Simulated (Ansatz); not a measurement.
Relaxed Ag (fcc, Cu type):

```
Ag
1.0
    4.10519     0.00000     0.00000
    0.00000     4.10519     0.00000
    0.00000     0.00000     4.10519
Ag
4
Direct
  0.00000   0.00000   0.00000
  0.50000   0.50000   0.00000
  0.50000   0.00000   0.50000
  0.00000   0.50000   0.50000
```

These are r2SCAN (plane waves to 500 eV, PAW, scalar-relativistic; Ansatz, a program for electronic structure) values and carry that method's errors. k mesh 9×9×9 (Γ-centred), Fermi-Dirac smearing 0.05 eV. With partly filled bands, energies and forces of such displacements shift with the k mesh and the smearing. On this mesh the relaxed cell isn't quite at rest: it carries a pressure of -0.1 GPa (compression positive) at the zero of the scan. Ag was relaxed with its symmetry unable to fall.

One atom of the cell was then moved (with its periodic images), all else fixed, and the forces (eV/Å) came out as:

```
atom     Fx     Fy      Fz
----  -----  -----  ------
Ag1   0.000  0.000   0.053
Ag2   0.000  0.000   1.142
Ag3   0.000  0.000  -0.598
Ag4   0.000  0.000  -0.598
```

### Question
Which atom was moved, and by which vector (Å)?

### Answer
Ag2, by (0.00, 0.00, -0.22), 0.22 Å in all.

(For displaced atoms, the force is minus the slope of the energy, and its curvature is a force constant, which sets phonon frequencies.)
